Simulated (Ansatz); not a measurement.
**Relaxing Ba2C in the fluorite type**

First guess:

```yaml
crystal:
  lattice:
    - [0.00000, 3.68542, 3.68542]
    - [3.68542, 0.00000, 3.68542]
    - [3.68542, 3.68542, 0.00000]
  atoms:
    - { symbol: C, position: [0.00000, 0.00000, 0.00000] }
    - { symbol: Ba, position: [0.25000, 0.25000, 0.25000] }
    - { symbol: Ba, position: [0.75000, 0.75000, 0.75000] }
```

Method: DFT, PBE, PAW with Ansatz's default frozen-core files, scalar-relativistic in Ansatz 0.2.0.

Cell and atoms relax within the symmetry of the start on a 10×10×10 k mesh with 0.05 eV Fermi–Dirac smearing.

The start is built from a prototype, known or not as a phase of this compound; the cutoff is 420 eV.

Spin–orbit coupling is left out, though it moves levels of the heavy atoms by tenths of an eV or more.

Problem. What is the pressure of the first guess?

Solution. -3.45 GPa.

Problem. What does it relax to?

Solution. a = 7.039 Å, b = 7.039 Å, c = 7.039 Å, α = 90.00°, β = 90.00°, γ = 90.00° (conventional cell), 29.06 Å³ per atom:
Space group Fm-3m (No. 225). a = 7.039 Å, b = 7.039 Å, c = 7.039 Å, α = 90.00°, β = 90.00°, γ = 90.00°
| atom | site | symmetry | x | y | z |
| --- | --- | --- | --- | --- | --- |
| C | 4a | m-3m | 0.0000 | 0.0000 | 0.0000 |
| Ba | 8c | -43m | 0.2500 | 0.7500 | 0.7500 |

Problem. How much energy does the relaxation release?

Solution. 53 meV/atom.
